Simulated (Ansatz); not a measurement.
Relaxed CdS (zinc blende):

```xyz
4
Lattice="0.0000 5.9271 5.9271 2.9635 2.9635 5.9271 2.9635 2.9635 0.0000" Properties=species:S:1:pos:R:3 pbc="T T T"
S      4.4453     4.4453     4.4453
S      4.4453     7.4089     7.4089
Cd     0.0000     0.0000     0.0000
Cd     2.9635     5.9271     2.9635
```

The atoms are displaced by Q × the pattern below (from a DFPT mode at X = (0.5, 0.5, 0.0), largest move 1; Q in Å), at fixed cell. It is one choice among 2 degenerate patterns. (q is in reciprocal vectors of the primitive cell; the cell shown is doubled to hold the pattern.)

| atom | x | y | z |
|---|---|---|---|
| S1 | 0.000 | -1.000 | 0.000 |
| S2 | 0.000 | 1.000 | 0.000 |
| Cd3 | 0.185 | 0.000 | 0.000 |
| Cd4 | -0.185 | 0.000 | 0.000 |

All values below come from PBE (plane waves to 420 eV, PAW, scalar-relativistic; Ansatz, a quantum-chemistry and plane-wave program). k mesh 10×10×10 (Γ-centred), Fermi-Dirac smearing 0.05 eV. The energy includes the smearing's −TS. Compression counts positive. CdS was relaxed with its symmetry unable to fall. The PAW data are Ansatz's earlier set. ΔE is measured from the undisplaced structure.

```json
[
 {"Q (Å)": "-0.100", "P (GPa)": "0.38", "ΔE (meV/cell)": "(withheld)", "−dE/dQ from forces (eV/Å)": "1.732"},
 {"Q (Å)": "-0.083", "P (GPa)": "0.27", "ΔE (meV/cell)": "60.0", "−dE/dQ from forces (eV/Å)": "1.442"},
 {"Q (Å)": "-0.067", "P (GPa)": "0.17", "ΔE (meV/cell)": "38.4", "−dE/dQ from forces (eV/Å)": "1.153"},
 {"Q (Å)": "-0.050", "P (GPa)": "0.10", "ΔE (meV/cell)": "21.6", "−dE/dQ from forces (eV/Å)": "0.864"},
 {"Q (Å)": "-0.033", "P (GPa)": "0.05", "ΔE (meV/cell)": "(withheld)", "−dE/dQ from forces (eV/Å)": "0.576"},
 {"Q (Å)": "-0.017", "P (GPa)": "0.01", "ΔE (meV/cell)": "2.4", "−dE/dQ from forces (eV/Å)": "0.288"},
 {"Q (Å)": "0.000", "P (GPa)": "0.00", "ΔE (meV/cell)": "0.0", "−dE/dQ from forces (eV/Å)": "0.000"},
 {"Q (Å)": "0.017", "P (GPa)": "0.01", "ΔE (meV/cell)": "2.4", "−dE/dQ from forces (eV/Å)": "-0.288"},
 {"Q (Å)": "0.033", "P (GPa)": "0.05", "ΔE (meV/cell)": "(withheld)", "−dE/dQ from forces (eV/Å)": "-0.576"},
 {"Q (Å)": "0.050", "P (GPa)": "0.10", "ΔE (meV/cell)": "21.6", "−dE/dQ from forces (eV/Å)": "-0.864"},
 {"Q (Å)": "0.067", "P (GPa)": "0.17", "ΔE (meV/cell)": "38.4", "−dE/dQ from forces (eV/Å)": "-1.153"},
 {"Q (Å)": "0.083", "P (GPa)": "0.27", "ΔE (meV/cell)": "60.0", "−dE/dQ from forces (eV/Å)": "-1.442"},
 {"Q (Å)": "0.100", "P (GPa)": "0.38", "ΔE (meV/cell)": "(withheld)", "−dE/dQ from forces (eV/Å)": "-1.732"}
]
```

Question: Complete the blanks.

Answer: 
- -0.100, ΔE (meV/cell): 86.5
- -0.033, ΔE (meV/cell): 9.6
- 0.033, ΔE (meV/cell): 9.6
- 0.100, ΔE (meV/cell): 86.5

(A displaced cell: forces are minus the slopes of the energy, force constants its curvatures, and phonons follow from these.)
